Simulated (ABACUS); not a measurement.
ABACUS run on Hf (P6_3/mmc, 2 atoms in the cell; from Materials Project mp-103, lattice scaled a little): relaxation of cell and atoms.

All values come from this method and carry its errors: PBE, numerical atomic orbitals TZP (confined pseudo-atomic orbitals; energy shift 0.003 Ry), PseudoDojo 0.5 standard norm-conserving PBE (tails mended) pseudopotentials in ABACUS.

```yaml
crystal:
  lattice:
    - [3.12470, 0.00000, 0.00000]
    - [-1.56235, 2.70607, 0.00000]
    - [0.00000, 0.00000, 4.93809]
  atoms:
    - { symbol: Hf, position: [0.33333, 0.66667, 0.25000] }
    - { symbol: Hf, position: [0.66667, 0.33333, 0.75000] }
```

Reference input (self-consistent single point, DFT, PBE, numerical atomic orbitals TZP (confined pseudo-atomic orbitals; energy shift 0.003 Ry), PseudoDojo 0.5 standard norm-conserving PBE (tails mended) pseudopotentials): basis = TZP numerical atomic orbitals, energy shift 0.003 Ry; KPT = Gamma 16 16 9 0 0 0; basis_type = lcao; ecutwfc = 100 Ry; smearing_method = mv; smearing_sigma = 0.00734986 Ry; potentials = PseudoDojo 0.5 standard norm-conserving PBE (tails mended); symmetry = 1; ks_solver = genelpa; scf_nmax = 100; scf_thr = 1.0e-07; mixing_type = broyden. This run's input differs from it in these lines:

```diff
@@ -2,3 +2,3 @@
 INPUT_PARAMETERS
-calculation          scf
+calculation          cell-relax
 basis_type           lcao
@@ -6,3 +6,3 @@
 orbital_dir          ./
-ecutwfc              100.0
+ecutwfc              140.0
 symmetry             1
@@ -15,2 +15,7 @@
 mixing_beta          0.7
+relax_method         cg
+relax_nmax           40
+force_thr_ev         0.02
+out_stru             1
+stress_thr           0.5
 cal_force            1
```

Output, abridged:

```
 STEP OF RELAXATION : 1
 -------------------------------------------

                  longest orb rcut (Bohr) = 8.2
   longest nonlocal projector rcut (Bohr) = 2.46
                     search radius (Bohr) = 21.3

                          real space grid = [ 45, 45, 72 ]
                                 init_chg = atomic

 LCAO ALGORITHM --------------- ION=   1  ELEC=   1--------------------------------

 Density error is 0.044061897039
 E_KohnSham     -225.6118673726      -3069.6069326876
 E_Fermi        1.1784685235         16.0338868328

 LCAO ALGORITHM --------------- ION=   1  ELEC=   2--------------------------------

   [... lines left out ...]

   [... 4 blocks of this kind left out ...]

 LCAO ALGORITHM --------------- ION=   1  ELEC=   7--------------------------------

 Density error is 2.19240227768e-07
 E_KohnSham     -225.6141068259      -3069.6374020126
 E_Fermi        1.1647053167         15.8466287983

 LCAO ALGORITHM --------------- ION=   1  ELEC=   8--------------------------------

 Density error is 1.56886169607e-08
 E_KohnSham     -225.6141068258      -3069.6374020117
 E_KS(sigma->0) -225.6141144628      -3069.6375059186
 E_entropy(-TS) 0.0000152740         0.0002078138
 E_Fermi        1.1647052729         15.8466282024
 charge density convergence is achieved
 final etot is -3069.637402 eV
 EFERMI = 15.846628202 eV

 STATE ENERGY(eV) AND OCCUPATIONS    NSPIN == 1
   [... 19 lines left out ...]

 TOTAL-FORCE (eV/Angstrom)
                       Hf1         0.0000144422        -0.0000083382         0.0000000000
                       Hf2        -0.0000144422         0.0000083382         0.0000000000

 TOTAL-STRESS (KBAR)
        91.4820812889         0.0031160365         0.0000000000
         0.0031160365        91.4857004248         0.0000000000
        -0.0000000000         0.0000000000        95.8314843289
 TOTAL-PRESSURE: 92.933089 KBAR

 Largest gradient in force is 0.000014 eV/A.
 Threshold is 0.020000 eV/A.

 Largest gradient in stress is 95.831484 kbar.
 Threshold is 0.500000 kbar.

 Relaxation is not converged yet!
   [... lines left out ...]
 E_Fermi        1.0743721000         14.6175823322
 E_Fermi        1.0744180339         14.6182072951
 E_Fermi        1.0744261093         14.6183171658
 E_Fermi        1.0744261795         14.6183181210
 E_Fermi        1.0744261879         14.6183182363
 final etot is -3069.72247151059 eV
 EFERMI = 14.61831823625 eV
   [... lines left out ...]
        -0.0000000000         0.0000000000         0.2130632745
 TOTAL-PRESSURE: -0.108861 KBAR

 Largest gradient in force is 0.000004 eV/A.
 Threshold is 0.020000 eV/A.

 Largest gradient in stress is 0.269910 kbar.
 Threshold is 0.500000 kbar.

 Relaxation is converged!

 --------------------------------------------
 !FINAL_ETOT_IS -3069.7224715105935502 eV
 --------------------------------------------
```

The run converged. 

Summary of the result:
| Item | Result |
|---|---|
| Free energy E − TS | -3069.7225 eV |
| Fermi level (on the code's own zero) | 14.62 eV |
| Pressure | -0.01 GPa |
| Final cell | a = 3.1976 Å, b = 3.1976 Å, c = 5.0662 Å, α = 90.00°, β = 90.00°, γ = 120.00° |
| Final volume per atom | 22.43 Å³ |
| Relaxation steps | 7 |

The atom-centred basis is finite, which shifts total energies, pressures and forces against plane waves. The structure comes from a collection of computed structures, made at another level of theory; the collection holds predicted forms beside known ones. Its lattice was then scaled.

Cost on one core: very roughly 4 core-minutes.

The atomic orbitals were generated for these runs; they are not ABACUS's published sets and were checked against plane waves on a few crystals only.

“Tails mended”: in these copies of the files the far tail of each local potential was reset to the Coulomb form.
